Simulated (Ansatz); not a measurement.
RbIO3:
Space group R3m, hexagonal axes (No. 160); a = b = 6.405 Å, c = 7.907 Å, α = β = 90.00°, γ = 120.00°

```csv
atom,site,symmetry,x,y,z
Rb,3a,3m,0.0000,0.0000,0.5133
I,3a,3m,0.0000,0.0000,0.0009
O,9b,.m,0.3778,0.1889,0.2258
```
(The calculation used a cell of 5 atoms; values per cell refer to that cell.)

Relaxed with r²SCAN.

**Question.** Which orbitals make up the states near the band edges in DFT-r²SCAN in the program Ansatz with PAW potentials?

**Answer.** Top 1 eV of the valence band: O 2p 88 %. Bottom 1 eV of the conduction band: I 5p 57 %, O 2p 29 %, O 2s 8 %, outside the projected shells 6 %. Projections are on Löwdin-orthogonalised atomic valence shells; empty p or d shells of many metals are not among them.

**Question.** Tabulate the density of states.

**Answer.** States/eV per cell of 5 atoms, in 0.25 eV bins, energy from the valence-band maximum.

```tsv
E (eV)	total	O 2p	I 5p	O 2s
-7.85	0.00	0.00	0.00	0.00
-7.60	0.00	0.00	0.00	0.00
-7.35	0.00	0.00	0.00	0.00
-7.10	0.00	0.00	0.00	0.00
-6.85	0.00	0.00	0.00	0.00
-6.60	0.00	0.00	0.00	0.00
-6.35	0.00	0.00	0.00	0.00
-6.10	3.29	1.83	1.12	0.23
-5.85	3.36	1.90	1.11	0.25
-5.60	2.05	1.17	0.65	0.16
-5.35	1.97	1.15	0.59	0.16
-5.10	1.73	1.01	0.50	0.15
-4.85	1.69	1.00	0.47	0.15
-4.60	1.89	1.14	0.50	0.17
-4.35	2.00	1.21	0.53	0.17
-4.10	2.44	1.45	0.68	0.20
-3.85	3.53	2.13	0.97	0.26
-3.60	0.04	0.03	0.01	0.00
-3.35	0.00	0.00	0.00	0.00
-3.10	0.00	0.00	0.00	0.00
-2.85	0.00	0.00	0.00	0.00
-2.60	0.63	0.57	0.00	0.00
-2.35	5.85	5.42	0.05	0.01
-2.10	6.03	5.70	0.03	0.01
-1.85	3.38	3.22	0.01	0.00
-1.60	5.31	4.90	0.12	0.02
-1.35	9.20	8.71	0.17	0.02
-1.10	7.23	6.88	0.10	0.01
-0.85	6.14	5.69	0.13	0.01
-0.60	2.77	2.27	0.19	0.02
-0.35	1.20	0.91	0.13	0.01
-0.10	0.26	0.18	0.04	0.00
0.15	0.00	0.00	0.00	0.00
0.40	0.00	0.00	0.00	0.00
0.65	0.00	0.00	0.00	0.00
0.90	0.00	0.00	0.00	0.00
1.15	0.00	0.00	0.00	0.00
1.40	0.00	0.00	0.00	0.00
1.65	0.00	0.00	0.00	0.00
1.90	0.00	0.00	0.00	0.00
2.15	0.00	0.00	0.00	0.00
2.40	0.00	0.00	0.00	0.00
2.65	0.00	0.00	0.00	0.00
2.90	0.00	0.00	0.00	0.00
3.15	0.00	0.00	0.00	0.00
3.40	0.21	0.06	0.12	0.02
3.65	0.52	0.14	0.30	0.04
3.90	0.99	0.29	0.56	0.07
4.15	1.31	0.39	0.73	0.10
4.40	1.54	0.47	0.83	0.11
4.65	1.84	0.59	0.96	0.13
4.90	1.55	0.50	0.79	0.10
5.15	1.46	0.48	0.71	0.09
5.40	1.38	0.46	0.65	0.08
5.65	1.43	0.48	0.66	0.08
5.90	1.62	0.53	0.72	0.09
6.15	1.78	0.53	0.72	0.11
6.40	1.49	0.50	0.65	0.06
6.65	2.25	0.76	0.98	0.08
6.90	2.73	0.91	1.16	0.09
7.15	1.86	0.59	0.80	0.06
7.40	0.03	0.01	0.02	0.00
7.65	0.00	0.00	0.00	0.00
7.90	0.48	0.06	0.04	0.00
```

The first step of the workflow began from a Materials Project structure, measured or hypothetical; the Crystallography Open Database copy checked does not list it. Whether it is the stable phase at ambient conditions was not checked. The r²SCAN relaxation kept the symmetry of its start; whether a distortion lowers the energy is not shown. Scalar-relativistic: spin–orbit coupling is off unless named, which matters more the heavier the elements.

Potentials: the later of the program's two PAW sets.
